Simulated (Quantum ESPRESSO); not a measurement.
**Kohn-Sham bands of RbPbF₃ (cubic perovskite)**

```
CELL_PARAMETERS angstrom
      4.86172     0.00000     0.00000
      0.00000     4.86172     0.00000
      0.00000     0.00000     4.86172
ATOMIC_POSITIONS crystal
  Rb 0.00000 0.00000 0.00000
  Pb 0.50000 0.50000 0.50000
  F  0.00000 0.50000 0.50000
  F  0.50000 0.00000 0.50000
  F  0.50000 0.50000 0.00000
```

Cell from Materials Project (mp-21043), symmetrised, no further relaxation. Not found in the COD (Crystallography Open Database) copy used; not checked further. Level: PBEsol, no spin polarisation, no spin-orbit coupling; pw.x of Quantum ESPRESSO at 68 Ry with PseudoDojo potentials, 6×6×6 k-points, Wannier90. Density: 6×6×6 mesh, cold smearing 0.01 Ry. Spin-orbit coupling is left out although heavy elements are present.

Q: List the Kohn-Sham levels between −8 and 6.0 eV relative to the valence-band maximum at the high-symmetry points, as a band run of pw.x on that density gives them (levels within 2 meV counted together).

A: 
| point | k (reciprocal lattice) | levels (eV) |
|---|---|---|
| Γ | 0.000 0.000 0.000 | -5.87, -5.04 (×3), -3.37 (×3), -3.36 (×3), 3.83, 5.61 (×2) |
| X | 0.000 0.500 0.000 | -7.19, -4.97 (×2), -3.84, -3.44, -3.40 (×4), -1.93, 3.04, 5.60 (×2) |
| M | 0.500 0.500 0.000 | -4.86, -3.89, -3.55 (×2), -3.46, -3.45 (×2), -3.10, -0.89, 3.55 (×2), 5.67, 5.77 |
| R | 0.500 0.500 0.500 | -3.73 (×3), -3.45 (×2), -3.10 (×3), 0.00, 3.00 (×3) |
